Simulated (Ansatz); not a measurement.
**What settings do to one calculation: (001) superlattice of 2 and 10 atomic planes of zincblende InP and AlAs, in-plane a of InP, 12 atoms**

Ansatz (PAW, plane waves), atoms fixed. The base input:

```yaml
crystal:
  lattice:
    - [2.939005, 2.939005, 0.000000]
    - [-2.939005, 2.939005, 0.000000]
    - [0.000000, 0.000000, 16.741917]
  atoms:
    - { symbol: In, position: [0.029042, 0.999899, 0.991749] }
    - { symbol: Al, position: [0.030852, 0.974589, 0.331446] }
    - { symbol: Al, position: [0.004249, 0.994212, 0.672388] }
    - { symbol: Al, position: [0.505377, 0.488312, 0.176615] }
    - { symbol: Al, position: [0.508676, 0.476573, 0.504046] }
    - { symbol: Al, position: [0.469253, 0.451367, 0.832258] }
    - { symbol: P, position: [0.482239, 0.019540, 0.087911] }
    - { symbol: As, position: [0.536474, 0.006740, 0.419295] }
    - { symbol: As, position: [0.486973, 0.948591, 0.748817] }
    - { symbol: As, position: [0.984150, 0.525620, 0.257712] }
    - { symbol: As, position: [0.977854, 0.505347, 0.582138] }
    - { symbol: As, position: [0.983109, 0.522412, 0.911827] }
kpoints:
  mp_grid: { grid: [4, 4, 1] }
hamiltonian:
  xc: pbesol
scf:
  occupations: { method: fermi_dirac, width: 0.01 }
output:
  forces: true
  eigenvalues: true
  stress: true
  populations: true
```

Command:

```sh
ansatz run in.yaml --threads 8 --pin off --max-ram 13300MiB --runs-dir r --events-out ev --progress --plain
```

It converged in 8 iterations and 3.5 s of wall time on 8 threads of a Platinum 8259CL processor, on a host shared with other runs; peak host memory 1.1 GiB; largest force component 2.19 eV/Å, pressure -1.36 GPa. The cutoff was the default, 420 eV. The base isn't a converged reference: it has few k points, and its atoms are unrelaxed. Each run below changes the keys shown and caps the iterations.

```
run                                              changed     ending  iterations  free energy less the base (meV per atom)  rms change of forces (eV/Å)  change of pressure (GPa)  wall time (s, shared host)
  1                          max_iter 50, total_charge 1  converged           9                                other zero                        0.233                      1.03                     3.5 CPU
  2                                          max_iter 90  converged           8                                       0.0                        0.000                      0.00                     3.2 CPU
  3                          width 0.03 eV, max_iter 100  converged           8                                       0.0                        0.000                      0.00                     2.4 CPU
  4    dr2_threshold 1e-05, dispersion d3bj, max_iter 50  converged           6                                other zero                        0.002                     -1.82                     3.2 CPU
  5                           accuracy high, max_iter 60  converged          11                                       0.0                        0.000                      0.00                     3.1 CPU
  6  initial_magnetization 4, width 0.03 eV, max_iter 60  converged          15                                       0.0                        0.000                      0.00                     6.9 CPU
```

«Other zero»: another functional, charge or dispersion term moves the zero of energy, so the difference says nothing of accuracy.

Question: Which changes leave the result alone, and which of the same physical model moves the forces most?

Answer: The forces move by under 0.002 eV/Å in runs 2, 3, 5, 6. Among the runs with the same functional, charge and dispersion term, none moves them by over 0.01 eV/Å.
